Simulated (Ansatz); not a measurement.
A relaxed structure of HfN is spoiled in several ways and relaxed again each time (squeezed and stretched starts keep its symmetry, which their runs cannot lower; pressure is positive under compression). Level of theory: r2SCAN (plane waves to 500 eV, PAW, scalar-relativistic; Ansatz, an electronic-structure program).

```cif
data_Hf4N4
_chemical_formula_sum 'N4 Hf4'
_space_group_name_H-M_alt 'Fm-3m'
_space_group_IT_number 225
_space_group_name_Hall '-F 4 2 3'
_cell_length_a 4.52593
_cell_length_b 4.52593
_cell_length_c 4.52593
_cell_angle_alpha 90.000
_cell_angle_beta 90.000
_cell_angle_gamma 90.000
loop_
_atom_site_label
_atom_site_type_symbol
_atom_site_symmetry_multiplicity
_atom_site_Wyckoff_symbol
_atom_site_fract_x
_atom_site_fract_y
_atom_site_fract_z
_atom_site_occupancy
N1 N 4 a 0.00000 0.00000 0.00000 1
Hf1 Hf 4 b 0.50000 0.50000 0.50000 1
```
(The calculation used a cell of 2 atoms; values per cell refer to that cell.)

```csv
change,first pressure (GPa),largest first force (eV/Å),released (eV/atom),moves,outcome,final group,E − E(parent) (eV/atom)
stretched uniformly to 130 % of its volume,-42,0.0,0.57,7,?,?,?
"deformed by the Cartesian strain tensor (xx, yy, zz, yz, xz, xy) = (-0.083, 0.043, -0.022, -0.024, -0.027, -0.024)",?,0.0,?,6,?,?,?
```

Problem. What belongs in the gaps?

Solution. 
- deformed by the Cartesian strain tensor (xx, yy, zz, yz, xz, xy) = (-0.083, 0.043, -0.022, -0.024, -0.027, -0.024), first pressure (GPa): 32
- deformed by the Cartesian strain tensor (xx, yy, zz, yz, xz, xy) = (-0.083, 0.043, -0.022, -0.024, -0.027, -0.024), released (eV/atom): 0.28
- deformed by the Cartesian strain tensor (xx, yy, zz, yz, xz, xy) = (-0.083, 0.043, -0.022, -0.024, -0.027, -0.024), outcome: returns to the parent
- deformed by the Cartesian strain tensor (xx, yy, zz, yz, xz, xy) = (-0.083, 0.043, -0.022, -0.024, -0.027, -0.024), final group: Fm-3m
- deformed by the Cartesian strain tensor (xx, yy, zz, yz, xz, xy) = (-0.083, 0.043, -0.022, -0.024, -0.027, -0.024), E − E(parent) (eV/atom): 0.00
- stretched uniformly to 130 % of its volume, outcome: returns to the parent
- stretched uniformly to 130 % of its volume, final group: Fm-3m
- stretched uniformly to 130 % of its volume, E − E(parent) (eV/atom): 0.00

First-step values come from each run's starting, coarser k-mesh (8×8×8, 9×9×9). Each cell has its own k-point mesh; energy differences are given only to the digits this allows. No spin polarisation in the result. The relaxed primitive cell holds an odd number of electrons. A magnetic state may lie lower.
